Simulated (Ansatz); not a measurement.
An ordered 8-atom cell of Bi3B4P on the zincblende lattice (I-42m), relaxed with r2SCAN. Space group I-42m (No. 121), tetragonal; a = 5.243 Å, c = 10.424 Å in the conventional setting, 17.91 Å³ an atom. P has 4 B at 1.98 Å; B has 1 P at 1.98 Å and 3 Bi at 2.35–2.42 Å; Bi has 4 B at 2.35 Å; Bi has 4 B at 2.42 Å.

4 runs of the plane-wave code Ansatz on this cell differ in the functional (and in the settings that go with it). Levels are in eV from each run's valence top; v1 is the last filled band, c1 the first empty one.

Run A, mean stress 0.0 GPa (compression positive):
```
point     v2     v1    c1    c2
    Γ   0.00   0.00  0.79  0.97
    X  -0.98  -0.84  0.97  1.23
    P  -1.29  -0.86  1.28  2.06
    N  -2.23  -1.28  2.18  2.91
```

Run B, mean stress -1.8 GPa (compression positive):
```
point     v2     v1    c1    c2
    Γ   0.00   0.00  1.19  1.34
    X  -0.96  -0.84  1.43  1.71
    P  -1.30  -0.86  1.77  2.51
    N  -2.33  -1.26  2.66  3.39
```

Run C, mean stress -2.0 GPa (compression positive):
```
point     v2     v1    c1    c2
    Γ   0.00   0.00  1.83  1.98
    X  -0.97  -0.86  2.06  2.34
    P  -1.34  -0.89  2.41  3.16
    N  -2.38  -1.29  3.31  4.05
```

Run D, mean stress +1.3 GPa (compression positive):
```
point     v2     v1    c1    c2
    Γ   0.00   0.00  0.63  0.85
    X  -0.91  -0.77  0.83  1.08
    P  -1.20  -0.79  1.13  1.87
    N  -2.11  -1.20  1.97  2.69
```

Problem. Match the runs to PBE, r2SCAN, HSE06, PBE0.

Solution. A is r2SCAN, B is HSE06, C is PBE0, D is PBE. In order of the gap: PBE 0.47, r2SCAN 0.61, HSE06 0.98, PBE0 1.61 eV. The stress vanishes for r2SCAN, which relaxed the cell.

Simulation only: spin-unpolarised, and no claim that this is the phase found in nature.

Spin-orbit coupling is left out; in compounds of Pb, Bi, Tl or Hg it can lower a gap by up to about 1 eV, split its edges or invert the bands.

The stress of a hybrid is loosely converged in these runs.

The meshes of the hybrids are coarse, so their gaps aren't converged to the digits shown.
